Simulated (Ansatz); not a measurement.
K2NaInP2 in space group Ibam (No. 72; K on 8j, Na on 4a, In on 4b, P on 8j), the program Ansatz at the r²SCAN level (PAW). The conduction-band minimum lies at Γ, with 1 equivalent valley. Second derivatives d²E/dk² of the lowest band at one valley (eV·Å²), along Cartesian directions:

```tsv
direction	d²E/dk²
[100]	39.04
[010]	37.67
[001]	41.95
[110]	38.36
[101]	40.48
[011]	39.81
```

Problem. Find the principal effective masses, the density-of-states mass and the conductivity mass.

Solution. Off-diagonal terms follow from H_xy = H[110] − (H_xx + H_yy)/2, and m*/mₑ = 7.620 eV·Å² over each eigenvalue: 0.18, 0.20, 0.20. One valley's DOS mass (m₁m₂m₃)^(1/3) = 0.19, conductivity mass 3/(Σ 1/mᵢ) = 0.19 mₑ.

Problem. What effective density of states Nc follows at 300 K for parabolic valleys?

Solution. Nc = 2.509e19 × 1 × (0.19)^(3/2) ≈ 2.1e18 cm⁻³.

The workflow started from a Materials Project entry (that database holds measured and hypothetical structures alike); the Crystallography Open Database files this formula in space group No. 72, but the cells were not matched. Whether it is the stable phase at ambient conditions was not checked. Symmetry was held in the r²SCAN relaxation; whether a distortion lowers the energy is not shown. Scalar-relativistic: spin–orbit coupling is off unless named, which matters more the heavier the elements.

Potentials: the later of the program's two PAW sets.

Edges and masses are those of Kohn–Sham bands, whose gap is no quasiparticle gap.
